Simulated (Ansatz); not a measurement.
WC:
```yaml
crystal:
  lattice:
    - [2.70401, 0.00000, 0.00000]
    - [0.00000, 2.70401, 0.00000]
    - [0.00000, 0.00000, 2.70401]
  atoms:
    - { symbol: W, position: [0.00000, 0.00000, 0.00000] }
    - { symbol: C, position: [0.50000, 0.50000, 0.50000] }
```

Relaxed with PBEsol. Special points in fractions of this cell's reciprocal vectors: Γ (0.000, 0.000, 0.000); X (0.000, 0.500, 0.000); M (0.500, 0.500, 0.000); R (0.500, 0.500, 0.500).

List the band energies nearest the Fermi level at these points for the program Ansatz at the PBEsol level (PAW).

In eV from the Fermi level; about four levels below and three above (degenerate sets whole), none deeper than 8.9 eV; points with the same levels are listed once.

| k | below | above |
|---|---|---|
| Γ | -5.27 -5.27 | 0.09 0.09 0.09 |
| X | -4.11 -3.47 -3.47 | 3.54 4.72 7.19 7.19 |
| M | -4.52 -4.52 -4.20 -0.03 -0.03 | 1.25 3.55 5.86 |
| R | -8.52 -8.52 -8.52 -8.07 | 6.13 6.13 7.91 7.91 7.91 |

Space group Pm-3m (CsCl type). A made-up cell: these elements were put on the sites of a structure type; neither database checked (COD, Materials Project) lists it. It is not the phase usual at ambient conditions (space group No. 187). The cell was relaxed with PBEsol under the symmetry of its start; its stability against distortions is not shown here. The run is not spin-polarised. Spin–orbit coupling is left out wherever it is not named.

Potentials: the later of the program's two PAW sets.
